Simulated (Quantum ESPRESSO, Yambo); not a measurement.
**YHSe under isotropic strain**

```xyz
3
Lattice="3.7946 0.0000 0.0000 -1.8973 3.2862 0.0000 0.0000 0.0000 3.8516" Properties=species:S:1:pos:R:3 pbc="T T T"
H      0.0000     2.1908     0.0000
Se     1.8973     1.0954     1.9258
Y      0.0000     0.0000     0.0000
```

YHSe (space group P-6m2, No. 187) under isotropic strain (on all lattice vectors), counted from the cell relaxed with PBEsol, atoms relaxed at each step. PBEsol (pw.x of Quantum ESPRESSO, ONCV potentials, scalar-relativistic); G0W0 and BSE in Yambo (6×6×4 Γ-centred k mesh, bands 7 to 96 and a 8 Ry block in the screening, 96 bands in G with the Bruneval-Gonze terminator, plasmon pole fitted at 27.2 eV; BSE 9×9×8 mesh, 3 valence and 3 conduction bands, static screening with 32 bands and a 4 Ry block, scissor from each state's G0W0).

```json
[
 {"strain (%)": "-3", "pressure (GPa)": "9.9", "PBEsol gap (eV)": "1.35", "kind": "indirect", "G0W0 direct gap (eV)": "3.25 at A", "lowest vertical BSE state (eV)": "not resolved", "RPA ε∞ along x": "–"},
 {"strain (%)": "-1.5", "pressure (GPa)": "4.5", "PBEsol gap (eV)": "1.36", "kind": "indirect", "G0W0 direct gap (eV)": "3.32 at A", "lowest vertical BSE state (eV)": "not resolved", "RPA ε∞ along x": "–"},
 {"strain (%)": "-0.7", "pressure (GPa)": "2.0", "PBEsol gap (eV)": "1.36", "kind": "indirect", "G0W0 direct gap (eV)": "3.34 at A", "lowest vertical BSE state (eV)": "not resolved", "RPA ε∞ along x": "–"},
 {"strain (%)": "0", "pressure (GPa)": "0.0", "PBEsol gap (eV)": "1.36", "kind": "indirect", "G0W0 direct gap (eV)": "3.35 at A", "lowest vertical BSE state (eV)": "not resolved", "RPA ε∞ along x": "–"},
 {"strain (%)": "+1", "pressure (GPa)": "-2.6", "PBEsol gap (eV)": "1.36", "kind": "indirect", "G0W0 direct gap (eV)": "3.37 at A", "lowest vertical BSE state (eV)": "not resolved", "RPA ε∞ along x": "–"},
 {"strain (%)": "+2", "pressure (GPa)": "-4.8", "PBEsol gap (eV)": "1.36", "kind": "indirect", "G0W0 direct gap (eV)": "3.38 at A", "lowest vertical BSE state (eV)": "not resolved", "RPA ε∞ along x": "–"}
]
```

Between -0.7 % and +1 % the direct gap at A has a volume deformation potential dE/dlnV of 0.4 eV in PBEsol; the block changes size in that range, so no G0W0 slope is given.

GW, BSE and RPA settings are held fixed; their convergence isn't established. Strains are linear. The screening block changes size along the series (121 vectors at -3 %, 145 vectors at -1.5 %, 145 vectors at -0.7 %, 151 vectors at +0 %, 151 vectors at +1 %, 151 vectors at +2 %), which puts steps into the G0W0 values. Spin-orbit splittings are left out. Axes are Cartesian, with cell vectors (Å) (3.79, 0.00, 0.00), (-1.90, 3.29, 0.00), (0.00, 0.00, 3.85).

The standard potential for Se keeps a d shell in the valence without the s and p states of that shell. In tests on such compounds this moved G0W0 gaps by up to about 0.9 eV, so absolute quasiparticle energies here are unreliable; differences between settings are what counts.

The structure is a Materials Project entry; no match was found in the copy of COD used, and its stability was not checked.
